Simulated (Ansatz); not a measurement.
Cd (hcp, Mg type)

```xyz
2
Lattice="2.9456 0.0000 0.0000 -1.4728 2.5510 0.0000 0.0000 0.0000 5.6035" Properties=species:S:1:pos:R:3 pbc="T T T"
Cd     0.0000     1.7006     4.2026
Cd     1.4728     0.8503     1.4009
```

The slice is a (0001) plane (indices of the conventional cell) through the point (0.667, 0.333, 0.250) (fractional), spanned by u = [110] and v = [1 -1 0] in vectors of this cell: u (2.95 Å) and v (5.10 Å, at 90° to u). It covers one period; positions are fractions (u, v).

All values below come from PBEsol (plane waves to 420 eV, PAW, scalar-relativistic; Ansatz, a program for electronic structure). k mesh 18×18×9. Inside the PAW spheres the values are not all-electron values, and peaks at nuclei hang on which shells count as valence. Cd was relaxed with its symmetry unable to fall. The PAW data are Ansatz's earlier set.

What is the valence density on the shortest Cd–Cd line in this plane (2.95 Å), at its midpoint?

0.21 e/Å³.

What is the ELF at the midpoint of the shortest Cd–Cd line in this plane (2.95 Å)?

0.24.

Predict the map of the electron localisation function (ELF) on the slice.


| v \ u | 0.00 | 0.17 | 0.33 | 0.50 | 0.67 | 0.83 |
|---|---|---|---|---|---|---|
| 0.90 | 0.53 | 0.36 | 0.21 | 0.26 | 0.21 | 0.36 |
| 0.80 | 0.23 | 0.20 | 0.24 | 0.28 | 0.24 | 0.20 |
| 0.70 | 0.32 | 0.26 | 0.20 | 0.24 | 0.20 | 0.26 |
| 0.60 | 0.30 | 0.21 | 0.36 | 0.53 | 0.36 | 0.21 |
| 0.50 | 0.24 | 0.25 | x | x | x | 0.25 |
| 0.40 | 0.26 | 0.21 | 0.36 | 0.53 | 0.36 | 0.21 |
| 0.30 | 0.28 | 0.24 | 0.20 | 0.23 | 0.20 | 0.24 |
| 0.20 | 0.24 | 0.20 | 0.26 | 0.32 | 0.26 | 0.20 |
| 0.10 | 0.53 | 0.36 | 0.21 | 0.30 | 0.21 | 0.36 |
| 0.00 | x | x | 0.25 | 0.24 | 0.25 | x |

Values: electron localisation function (ELF). Points within 0.5 Å of a nucleus are blanked (x), as the pseudised field means little there.
